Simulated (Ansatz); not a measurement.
# ScPt: sound and stiffness along [100], [110] and [111]

Theory: DFT LDA, scalar-relativistic, plane waves, PAW in Ansatz. Settings: 420 eV plane-wave cutoff, Γ-centred 14×14×14 mesh, Fermi-Dirac smearing of 0.15 eV. No spin polarisation.

The cell, relaxed at this level:
```cif
data_structure
_symmetry_space_group_name_H-M 'P 1'
_symmetry_Int_Tables_number 1
_cell_length_a 3.2296
_cell_length_b 3.2296
_cell_length_c 3.2296
_cell_angle_alpha 90.000
_cell_angle_beta 90.000
_cell_angle_gamma 90.000
_cell_volume 33.69
loop_
_atom_site_label
_atom_site_type_symbol
_atom_site_fract_x
_atom_site_fract_y
_atom_site_fract_z
_atom_site_occupancy
Sc1 Sc 0.50000 0.50000 0.50000 1
Pt1 Pt 0.00000 0.00000 0.00000 1
```

In a metal, frequencies and elastic constants depend on the k mesh and the smearing, soft modes and shear constants most. Spin–orbit coupling is left out, which can shift energies with elements as heavy as these.

With ions relaxed, on the cubic axes: C11 = 204.0, C12 = 141.3, C44 = 60.3 GPa. The density is 11.833 g/cm³.

Task: Is the crystal stable against strain, and how anisotropic is it?

Result: Born's conditions hold: C11 + 2C12 = 486.7, C11 − C12 = 62.7 and C44 = 60.3 GPa are all positive. B = (C11 + 2C12)/3 = 162.2 GPa. The two shear moduli are C44 and C′ = (C11 − C12)/2 = 31.3 GPa, so Zener's ratio is A = C44/C′ = 1.93: the tetragonal shear C′ is the soft one, as in many fcc and bcc metals and zincblende crystals. The Cauchy pressure C12 − C44 is 81.0 GPa; it would vanish for pair forces between atoms on inversion centres at zero pressure, and a positive value is usual with metallic or many-body binding.

Task: Give the sound speeds along the three symmetry directions.

Result: The Christoffel equation gives ρv² for each branch:
```
direction branch                    ρv²    GPa v (m/s)
    [100]              L                    C11  204.0     4152
    [100]         T (×2) C44   60.3     2258
    [110]              L   (C11 + C12 + 2C44)/2  233.0     4438
    [110]   T, u ∥ [001]                    C44   60.3     2258
    [110]  T, u ∥ [1-10]          (C11 − C12)/2   31.3     1627
    [111]              L  (C11 + 2C12 + 4C44)/3  242.7     4529
    [111]         T (×2) (C11 − C12 + C44)/3   41.0     1861
```

Task: How does Young's modulus depend on direction?

Result: Inverting gives S11 = 11.324, S12 = -4.635, S44 = 16.576 TPa⁻¹. Along a unit vector (l, m, n), 1/E = S11 − 2(S11 − S12 − S44/2)(l²m² + m²n² + n²l²), where the last bracket is 0, 1/4 and 1/3 for [100], [110] and [111]: E = 88, 134 and 161 GPa. With A > 1 the body diagonal is stiffest. For a film on (001), the biaxial modulus is C11 + C12 − 2C12²/C11 = 149 GPa and the normal strain is −2C12/C11 = -1.39 times the in-plane one.